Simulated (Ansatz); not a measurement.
BaZrS₃:
```xyz
20
Lattice="7.1624 0.0000 0.0000 0.0000 10.0321 0.0000 0.0000 0.0000 7.0302" Properties=species:S:1:pos:R:3 pbc="T T T"
Ba     0.3675     2.5080     0.0801
Ba     6.7950     7.5241     6.9501
Ba     3.2137     7.5241     3.5952
Ba     3.9487     2.5080     3.4350
Zr     0.0000     0.0000     3.5151
Zr     3.5812     0.0000     0.0000
Zr     3.5812     5.0160     0.0000
Zr     0.0000     5.0160     3.5151
S      7.1120     2.5080     3.9721
S      0.0504     7.5241     3.0581
S      3.6316     7.5241     0.4570
S      3.5308     2.5080     6.5732
S      1.5055     9.6898     5.5538
S      5.6570     0.3422     1.4764
S      2.0757     0.3422     2.0387
S      5.0867     9.6898     4.9916
S      5.0867     5.3583     4.9916
S      2.0757     4.6738     2.0387
S      5.6570     4.6738     1.4764
S      1.5055     5.3583     5.5538
```

Relaxed with PBE. Independent-particle spectrum: no excitons, no local fields, no scissors shift; 0.1 eV broadening; ε₁ of the summed bands alone.

Tabulate the dielectric function from plane-wave PAW PBE (Ansatz code).



```
E (eV)  ε₁ xx  ε₂ xx  ε₁ yy  ε₂ yy  ε₁ zz  ε₂ zz
------  -----  -----  -----  -----  -----  -----
0.0     10.03   0.00  10.11   0.00   9.96   0.00
0.3     10.14   0.00  10.23   0.00  10.07   0.00
0.6     10.52   0.00  10.62   0.00  10.45   0.00
0.9     11.34   0.00  11.51   0.00  11.31   0.00
1.2     13.62   0.74  13.56   1.11  13.39   0.87
1.5     14.94   4.89  14.93   5.72  14.75   5.17
1.8     11.21   6.76  10.92   6.56  10.77   6.92
2.1     10.62   7.02  10.48   6.93   9.99   6.74
2.4      9.94   7.74   9.73   7.59   9.75   7.17
2.7      9.72   9.23   9.62   8.60   9.80   8.71
3.0      6.22  12.18   7.16  12.41   6.26  12.26
3.3      2.62  11.13   3.15  12.12   2.24  10.14
3.6     -0.02   7.38   0.05   7.73   1.00   7.43
3.9      1.67   4.25   1.45   4.66   1.40   3.87
4.2      2.47   4.90   1.64   4.36   3.27   4.12
4.5      3.19   4.35   3.12   4.06   4.24   4.72
4.8      4.44   5.00   4.41   4.49   4.84   5.49
5.1      3.82   6.29   4.28   5.74   3.64   6.41
5.4      2.57   6.16   3.23   5.92   2.87   6.71
5.7      2.33   5.86   2.62   5.87   2.33   6.18
6.0      2.29   5.74   3.44   5.76   2.29   5.93
6.3      2.96   6.77   3.51   8.40   2.65   7.46
6.6      0.53   6.74   0.03   7.38  -0.10   6.39
6.9      0.25   5.97  -0.50   6.30  -0.13   5.71
7.2     -0.37   5.41  -0.65   5.07  -0.19   4.82
7.5     -0.63   5.04  -0.40   4.83   0.25   4.58
7.8     -0.49   4.34  -0.21   4.77   0.31   5.20
8.1     -0.49   4.04  -0.82   4.46  -0.67   4.97
8.4     -0.62   3.89  -1.12   4.15  -1.05   4.34
8.7     -0.78   3.65  -1.29   3.43  -1.18   3.89
9.0     -0.88   3.22  -0.99   3.00  -1.63   3.23
9.3     -0.79   2.85  -0.86   2.79  -1.07   2.56
9.6     -0.81   2.65  -1.04   2.59  -0.87   2.36
9.9     -0.59   2.28  -0.82   2.15  -0.74   2.14
10.2    -0.54   2.21  -0.48   1.87  -0.41   1.88
10.5    -0.48   1.90  -0.37   1.90  -0.33   1.97
10.8    -0.08   1.82  -0.10   1.84  -0.16   1.87
11.1     0.00   1.95  -0.15   1.83  -0.12   1.92
11.4    -0.16   1.85  -0.02   1.84  -0.05   1.81
11.7    -0.04   1.73  -0.07   1.77  -0.08   1.81
12.0     0.15   1.78   0.05   1.80   0.08   1.73
```

From ε at 3.0 eV (xx: 6.22 + 12.18i), find n, k, the normal reflectivity and the absorption coefficient.

n = 3.15, k = 1.931, R = 40 %, α = 2kE/ħc = 590000 cm⁻¹.

With all bands, ε∞ without local fields is 10.1 (xx), 10.2 (yy), 10.0 (zz).

Space group Pnma. The PBE relaxation kept the symmetry of its start. The run is not spin-polarised. Spin–orbit coupling is left out wherever it is not named.

Potentials: the later of the program's two PAW sets.
